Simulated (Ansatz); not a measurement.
Cu2WSe4:
```cif
data_Cu2Se4W
_chemical_formula_sum 'Cu2 W1 Se4'
_space_group_name_H-M_alt 'P 1'
_space_group_IT_number 1
_cell_length_a 6.69848
_cell_length_b 6.69848
_cell_length_c 6.69848
_cell_angle_alpha 131.267
_cell_angle_beta 131.267
_cell_angle_gamma 71.389
loop_
_space_group_symop_operation_xyz
  'x, y, z'
loop_
_atom_site_label
_atom_site_type_symbol
_atom_site_fract_x
_atom_site_fract_y
_atom_site_fract_z
_atom_site_occupancy
Cu1 Cu 0.00000 0.50000 0.50000 1
Cu2 Cu 0.50000 0.00000 0.50000 1
W1 W 0.00000 0.00000 0.00000 1
Se1 Se 0.88645 0.37221 0.00000 1
Se2 Se 0.62779 0.62779 0.51424 1
Se3 Se 0.37221 0.88645 0.00000 1
Se4 Se 0.11355 0.11355 0.48576 1
```

Relaxed with r²SCAN+D4. 

**Question.** HSE06 on this cell (Ansatz, an electronic-structure program, PAW) gives a gap of 1.99 eV. What does r²SCAN+D4 give?

**Answer.** 1.42 eV.

Cost on shared cores: the r²SCAN+D4 run (SCF on a 7×7×7 mesh, then bands and DOS) around 8 core-minutes (rough), the HSE06 run (SCF on 4×4×4, then a few points) roughly 7 core-minutes; the tasks are unlike.

Space group I-42m. The first step of the workflow began from a Materials Project structure, measured or hypothetical; the Crystallography Open Database copy checked does not list it. Whether it is the stable phase at ambient conditions was not checked. The r²SCAN+D4 relaxation kept the symmetry of its start; its stability against distortions is not shown here. No spin polarisation was allowed. Spin–orbit coupling is left out wherever it is not named.

Potentials: the later of the program's two PAW sets.

Ansatz is a plane-wave DFT program.
